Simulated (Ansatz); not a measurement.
Values for one crystal, relaxed and computed with PBEsol in the plane-wave PAW code Ansatz; other levels are named.

Volume per atom: 31.30 Å³
Electronic character: metallic (no gap)
Young's modulus: 66.3 GPa
Poisson's ratio: 0.24
Elastic constants (relaxed ions, GPa): C11 = 77.3, C12 = 25.3, C13 = 23.6, C33 = 83.9, C44 = 26.3
Zero-point energy: 19.5 meV/atom
Dynamical stability on the path: stable (no imaginary branch)

Question: Which compound is it?
(A) Au, hcp (Mg type)
(B) Al, hcp (Mg type)
(C) Y, hcp (Mg type)
(D) Ti, hcp (Mg type)

Answer: C, Y, hcp (Mg type)

Space group P6_3/mmc (hcp (Mg type)). Symmetry was held in the PBEsol relaxation. The workflow began spin-polarised and lost its moments. As this level gives no gap, shear constants depend on the k-mesh and smearing (Fermi–Dirac, 0.1 eV here). On the denser mesh and wider smearing of the elastic run this cell carries a stress of 0.4 GPa. Spin–orbit coupling is left out wherever it is not named.

Potentials: the earlier of the program's two PAW sets. The files were generated under PBE; for other functionals the program regenerates the frozen cores, and for LDA and PBEsol the local potential too.
